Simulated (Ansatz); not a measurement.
MoSi$_{2}$ (MoSi2 type, space group I4/mmm)

```
MoSi2
1.0
   -1.60850     1.60850     3.93661
    1.60850    -1.60850     3.93661
    1.60850     1.60850    -3.93661
Mo Si
1 2
Direct
  0.00000   0.00000   0.00000
  0.33511   0.33511   0.00000
  0.66489   0.66489   0.00000
```

The slice is a (001) plane (indices of the conventional cell) through the point (0.000, 0.000, 0.000) (fractional), spanned by u = [101] and v = [011] in vectors of this cell: u (3.22 Å) and v (3.22 Å, at 90° to u). It covers one period; positions are fractions (u, v).

All values below come from PBE (plane waves to 420 eV, PAW, scalar-relativistic; Ansatz, a quantum-chemistry and plane-wave program). k mesh 20×20×20. These are valence fields of a PAW run, semicore shells included where kept as valence: close to a nucleus they are smooth pseudo fields. MoSi2 is run without spin polarisation. MoSi2 was relaxed with its symmetry unable to fall. The PAW data are Ansatz's earlier set.

Three fields on this plane, each scaled to ten steps between its own extremes (0 low, 9 high; the total valence density on a logarithmic scale, the potential cut 8 eV below its top; x marks points blanked near nuclei; v = 0 in the bottom row):

Map A
```
|xxxxxxx0146410xxxxxx|
|xxxxxx202565202xxxxx|
|xxxxxx113676311xxxxx|
|xxxxx32357875323xxxx|
|xxxx3235789875323xxx|
|xx21234689998643212x|
|00013568999998653100|
|11235789999999875321|
|44567899999999987654|
|56678999999999998766|
|44567899999999987654|
|11235789999999875321|
|00013568999998653100|
|xx21234689998643212x|
|xxxx3235789875323xxx|
|xxxxx32357875323xxxx|
|xxxxxx113676311xxxxx|
|xxxxxx202565202xxxxx|
|xxxxxxx0146410xxxxxx|
|xxxxxxx0145410xxxxxx|
```

Map B
```
|xxxxxxx4100014xxxxxx|
|xxxxxx941000149xxxxx|
|xxxxxx732101237xxxxx|
|xxxxx96321112369xxxx|
|xxxx9643222223469xxx|
|xx97643322222334679x|
|44433333333333333344|
|11122223333333222211|
|00011223333333221100|
|00001223333333221000|
|00011223333333221100|
|11122223333333222211|
|44433333333333333344|
|xx97643322222334679x|
|xxxx9643222223469xxx|
|xxxxx96321112369xxxx|
|xxxxxx732101237xxxxx|
|xxxxxx941000149xxxxx|
|xxxxxxx4100014xxxxxx|
|xxxxxxx4100014xxxxxx|
```

Map C
```
|xxxxxxx1699961xxxxxx|
|xxxxxx037999730xxxxx|
|xxxxxx047999740xxxxx|
|xxxxx02689998620xxxx|
|xxxx0157899987510xxx|
|xx00256788888765200x|
|11346778777778776431|
|66778887766677888776|
|89999987665667899999|
|99999987655567899999|
|89999987665667899999|
|66778887766677888776|
|11346778777778776431|
|xx00256788888765200x|
|xxxx0157899987510xxx|
|xxxxx02689998620xxxx|
|xxxxxx047999740xxxxx|
|xxxxxx037999730xxxxx|
|xxxxxxx1699961xxxxxx|
|xxxxxxx1689861xxxxxx|
```

**Question.** Assign the maps to these fields: electron localisation function (ELF); valence electron density; electrostatic potential energy of an electron, from the cell's mean.

**Answer.** A is the electron localisation function (ELF); B is the valence electron density; C is the electrostatic potential energy of an electron, from the cell's mean.
